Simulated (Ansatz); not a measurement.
# How SnAs (Fm-3m) stiffens under pressure

```yaml
crystal:
  lattice:
    - [0.00000, 2.85685, 2.85685]
    - [2.85685, 0.00000, 2.85685]
    - [2.85685, 2.85685, 0.00000]
  atoms:
    - { symbol: Sn, position: [0.00000, 0.00000, 0.00000] }
    - { symbol: As, position: [0.50000, 0.50000, 0.50000] }
```

This is the zero-pressure cell. At each pressure cell and atoms are relaxed in this structure, and the constants are slopes of the stress at strains of ±0.005 with relaxed ions (the coefficients that govern stability under load). Level: PBEsol, PAW on Ansatz 0.2.0's default frozen-core files (fitted under PBE), scalar-relativistic; k mesh 14×14×14, strains of ±0.005, Fermi-Dirac smearing of 0.050 eV, cutoff 420 eV. P is the pressure of the relaxed cell, less that of this one.

```
P (GPa)    V/V₀  C11 (GPa)  C12 (GPa)  C44 (GPa)
   0.00  1.0000      177.8       20.2       34.9
   1.01  0.9866      188.2       22.0       35.2
   2.04  0.9739      198.6       23.9       35.4
   4.08       ?          ?          ?          ?
   7.04  0.9230      248.3       33.2       36.3
  10.00  0.8987      276.4       38.0       36.6
  15.03  0.8639      323.1       45.9       36.8
```

Q: Does the bulk modulus from the constants agree with the pressure-volume curve?

A: A third-order Birch-Murnaghan fit to the volumes shown (F against f, f = [(V₀/V)^(2/3) − 1]/2) gives B₀ = 72.7 GPa and B′ = 4.7. Its −V dP/dV stands beside (C11 + 2C12)/3:

| P (GPa) | from P(V) | from the constants |
| --- | --- | --- |
| 0.00 | 72.7 | 72.8 |
| 1.01 | 77.4 | 77.4 |
| 2.04 | 82.2 | 82.1 |
| 7.04 | 104.6 | 104.9 |
| 10.00 | 117.4 | 117.5 |
| 15.03 | 138.7 | 138.3 |

Q: What are the pressure derivatives at zero pressure?

A: Slopes at V₀ of quadratic fits in −ln(V/V₀) through the first four rows shown, divided by B₀: dC11/dP = 10.2, dC12/dP = 1.8, dC44/dP = 0.3. The mean slopes up to 2.0 GPa are 10.1, 1.8, 0.3; curvature and scatter of the constants part the two. The combination (dC11/dP + 2 dC12/dP)/3 = 4.6 stands against B′.

Q: Fill the row at 4.08 GPa.

A: Cubic fits in −ln(V/V₀) through all rows shown give C11 = 219.1, C12 = 27.7, C44 = 35.9 GPa. Computed: V/V₀ = 0.9513, C11 (GPa) = 218.9, C12 (GPa) = 27.8, C44 (GPa) = 35.8.

Q: Does a shear stiffness soften?

A: C44 goes from 34.9 to 36.8 GPa; (C11 − C12)/2 goes from 78.8 to 138.6 GPa. Neither ends more than 3 % under its start, and the lattice stays mechanically stable over this range.

Limits of these numbers: no other phase was computed; many crystals of this kind change structure within this range, and rows or crossings beyond such a change describe a metastable lattice; frozen-core PAW files fitted under PBE, their cores solved anew for the functional of the run; responses of metals move with mesh and smearing; phonons weren't checked at these pressures.
